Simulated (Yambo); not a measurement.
```
CELL_PARAMETERS angstrom
      6.43450     0.00000     0.00000
      0.00000     4.39710     0.00000
      0.00000     0.00000     5.62025
ATOMIC_POSITIONS crystal
  H  0.75000 0.67550 0.35283
  H  0.25000 0.32450 0.64717
  H  0.75000 0.32450 0.35283
  H  0.25000 0.67550 0.64717
  Li 0.50000 0.50000 0.00000
  Li 0.00000 0.50000 0.00000
  O  0.75000 0.50000 0.24296
  O  0.25000 0.50000 0.75704
  I  0.75000 0.00000 0.74545
  I  0.25000 0.00000 0.25455
```

LiIOH₂ (space group Pmma, No. 51): mean Im ε in 1 eV windows above the direct gap of 5.74 eV, for different electron-hole kernels (Yambo, broadening 0.15 eV, norm-conserving LDA (Quantum ESPRESSO, 84 Ry, without SOC) bands; 4×4×4 mesh, 10 valence and 14 conduction bands, static screening with 77 bands and a 3 Ry block, scissor 2.20 eV, Tamm-Dancoff; field along x).

```json
[
 {"window (eV)": "5.7 to 6.7", "independent quasiparticles": "0.8", "BSE": "3.9"},
 {"window (eV)": "6.7 to 7.7", "independent quasiparticles": "2.4", "BSE": "4.5"},
 {"window (eV)": "7.7 to 8.7", "independent quasiparticles": "4.2", "BSE": "3.6"},
 {"window (eV)": "8.7 to 9.7", "independent quasiparticles": "5.3", "BSE": "4.0"},
 {"window (eV)": "9.7 to 10.7", "independent quasiparticles": "5.1", "BSE": "2.5"},
 {"window (eV)": "10.7 to 11.7", "independent quasiparticles": "3.3", "BSE": "2.3"}
]
```

This run doesn't resolve bound excitons or single peaks, so only averages are given, and they too depend on the mesh; weight that the attraction moves below the gap isn't listed. All transitions below 12.41 eV are in the band window. The scissor comes from a G0W0 run whose convergence isn't established.

Without spin-orbit coupling, band edges of such heavy elements can be off by tenths of an eV.

Geometry of the Materials Project entry, not relaxed at this level.

The structure is a Materials Project entry; no match was found in the copy of COD used, and its stability was not checked.

The distance between layers or molecules is the database entry's, not relaxed here. Functionals without dispersion can leave it too large, which widens gaps and weakens the response across layers: the numbers belong to this cell.
